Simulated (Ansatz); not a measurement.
## Zn₂PHO₅: Coordination and ⁶⁷Zn quadrupole coupling

Cell: a computed structure from the Materials Project (it need not be an observed phase), its atoms then relaxed with PBE in this cell.

Space group Pnnm (No. 58); a = 8.2136, b = 8.3960, c = 6.0625 Å.

```csv
site,Wyckoff,site symmetry,x,y,z
Zn1,4f,..2,0.0000,0.5000,0.7528
Zn5,4g,..m,0.1355,0.8627,0.0000
H,4g,..m,0.2230,0.5780,0.0000
P,4g,..m,0.2497,0.7387,0.5000
O17,4g,..m,0.1139,0.6236,0.0000
O21,8h,1,0.7338,0.1534,0.7079
O25,4g,..m,0.1134,0.1086,0.0000
O29,4g,..m,0.4165,0.1462,0.0000
```

One atom of each set is listed.

All values are calculated (Ansatz; DFT, PBE, plane waves and PAW, scalar-relativistic, 420 eV cutoff, Γ-centred 3×3×4 k-points, Fermi–Dirac smearing 0.02 eV), not measured.

Q(⁶⁷Zn) = 122.0 mb.

(1) Rank these Zn sites by |C_Q|, smallest first.
A. Zn1: 6 O at 2.05–2.32 Å
B. Zn5: 5 O at 2.02–2.08 Å

Answers

(1) B (14.0 MHz, η = 0.13), A (22.7 MHz, η = 0.02).

Like point charges on the first shell alone (each adding as 1/d³) would put Zn5 above Zn1: the covalent part of each bond and the atoms beyond the first shell count as well.
